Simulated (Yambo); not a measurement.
## InP: sweep of GW parameters

G0W0@PBE for InP (zinc blende, space group F-43m, No. 216) in Yambo. Reference settings: 4×4×4 Γ-centred k mesh, bands 5 to 225 and a 15 Ry block in the screening, 225 bands in G with the Bruneval-Gonze terminator, plasmon pole fitted at 27.2 eV. The PBE gap Γ → Γ on this mesh is 0.65 eV; G0W0 gaps are taken between the same points.

```
change from the reference                    G0W0 gap Γ → Γ (eV)  shift of the valence edge (eV)  rough Yambo cost
-------------------------------------------  -------------------  ------------------------------  ----------------
reference settings                                          1.37                           -0.76                 1
42 bands in W, 42 bands in G                                1.40                           -0.36         about 1/5
76 bands in G                                               1.37                           -0.76                 –
76 bands in W, 76 bands in G, 3 Ry block                    1.33                           -0.32         about 1/9
42 bands in W, 42 bands in G, 12 Ry block                   1.40                           -0.36         about 1/7
118 bands in W, 118 bands in G, 6 Ry block                  1.36                           -0.52         about 1/6
76 bands in W, 76 bands in G, 9 Ry block                    1.37                           -0.55         about 1/5
76 bands in W, 76 bands in G, 12 Ry block                   1.37                           -0.57         about 1/4
118 bands in W, 118 bands in G, 9 Ry block                  1.37                           -0.64         about 1/4
6 Ry block                                                  1.35                           -0.55         about 1/3
171 bands in W, 171 bands in G, 9 Ry block                  1.37                           -0.69         about 1/3
118 bands in W, 118 bands in G, 12 Ry block                 1.37                           -0.67         about 1/2
9 Ry block                                                  1.37                           -0.71         about 1/2
pole fitted at 15 eV                                        1.35                           -0.62                 –
no terminator                                               1.36                           -0.72                 –
```

The reference isn't shown to be the converged limit. Costs are rough (shared machines), scaled to the same edge states, and given only for runs that recompute the screening.

Spin-orbit splittings are left out.

Geometry relaxed with PBEsol; primitive cell a = b = c = 4.159 Å, α = β = γ = 60.00°.

A shift is the quasiparticle energy of the state minus its PBE energy.

The potentials are those of PseudoDojo's stringent table.
